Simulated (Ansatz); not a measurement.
# Two states of GdAg

```
Ag Gd
1.0
     3.64000    0.00000    0.00000
     0.00000    7.28001    0.00000
     0.00000    0.00000    3.64000
Ag Gd
2 2
Direct
  0.00000 0.00000 0.00000
  0.00000 0.50000 0.00000
  0.50000 0.25000 0.50000
  0.50000 0.75000 0.50000
```

Single point in Ansatz 0.2.0 with r2SCAN, with U_eff = 4.24 eV on Gd f (all-electron-ortho-atomic projectors). Cutoff 500 eV, PAW datasets, 7×4×7 Γ-centred k mesh, fermi-dirac filling (width 0.1 eV).

State A: Gd3 up, Gd4 up (collinear spin). State B: Gd3 up, Gd4 down (collinear spin).

Q: Compare the two self-consistent states.

A: State A is lower by 10.1 meV an atom at zero smearing; in free energy at this smearing B lies +10.9 meV an atom from A.

```tsv
state	free energy (meV/atom)	largest moment in a small sphere (μB)	net moment (μB/cell)	gap on mesh (eV)	pressure (GPa)	largest force (eV/Å)
A	0.0	7.32	15.44	metal	1.1	0.00
B	10.9	7.27	0.00	metal	1.2	0.00
```

Origin: a database entry at a rescaled volume.
